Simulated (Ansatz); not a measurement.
# YTe: computed property card

YTe:
```cif
data_Te4Y4
_chemical_formula_sum 'Y4 Te4'
_space_group_name_H-M_alt 'Fm-3m'
_space_group_IT_number 225
_space_group_name_Hall '-F 4 2 3'
_cell_length_a 6.16486
_cell_length_b 6.16486
_cell_length_c 6.16486
_cell_angle_alpha 90.000
_cell_angle_beta 90.000
_cell_angle_gamma 90.000
loop_
_atom_site_label
_atom_site_type_symbol
_atom_site_symmetry_multiplicity
_atom_site_Wyckoff_symbol
_atom_site_fract_x
_atom_site_fract_y
_atom_site_fract_z
_atom_site_occupancy
Y1 Y 4 b 0.50000 0.50000 0.50000 1
Te1 Te 4 a 0.00000 0.00000 0.00000 1
```
(The calculation used a cell of 2 atoms; values per cell refer to that cell.)

Space group Fm-3m (No. 225), rock salt; conventional cell a = b = c = 6.165 Å, α = β = γ = 90.00°.

Method: DFT-r²SCAN in the program Ansatz with PAW potentials. Structure relaxed to zero pressure with the same functional. Other levels are named where they apply.

Cell and energy:

```json
{
 "volume_per_atom": "29.29 Å³",
 "density": "6.14 g/cm³",
 "Formation energy from the elements (no fitted shifts)": "-1.54 eV/atom"
}
```

Electronic structure:

```json
{
  "electronic_character": "metallic (no gap)",
  "Density of states at the Fermi level": "0.58 states/eV per atom (mean over ±0.08 eV)",
  "Gap with spin–orbit coupling": "none (metallic)"
}
```

Mechanics:

```json
{
  "Bulk modulus (Birch–Murnaghan fit)": "65.9 GPa",
  "Pressure derivative B′": "4.3"
}
```

Charges:

```json
{
 "bader_charges": "Y +1.63, Te -1.63 e"
}
```

The workflow started from an entry of the Crystallography Open Database (COD). Whether it is the stable phase at ambient conditions was not checked. The r²SCAN relaxation kept the symmetry of its start; whether a distortion lowers the energy is not shown. No spin polarisation was allowed. With an odd number of electrons in the cell and no spin polarisation, the count alone makes it a metal. The references are the lowest solids computed at this level, not always the standard phases. Scalar-relativistic: spin–orbit coupling is off unless named, which matters more the heavier the elements.

Potentials: the later of the program's two PAW sets.
